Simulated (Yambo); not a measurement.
```xyz
3
Lattice="3.0259 0.0000 0.0000 -1.5130 2.6205 0.0000 0.0000 0.0000 3.2288" Properties=species:S:1:pos:R:3 pbc="T T T"
B      0.0000     1.7470     1.6144
B      1.5130     0.8735     1.6144
Ti     0.0000     0.0000     0.0000
```

The geometry is that of Materials Project entry mp-1145, symmetrised and not relaxed again.

Task: Where are the main features of Im ε from RPA with local fields on PBEsol bands (Yambo; 15×15×14 mesh, 38 bands, 4 Ry local-field block, 0.25 eV broadening; field along z)?

Result: Peaks at 1.5 eV (29), 8.1 eV (10), heights in brackets. Only interband transitions are included: the Drude term is missing, so nothing below about 0.6 eV and no real part is shown. Peak heights and small wiggles depend on the k mesh.
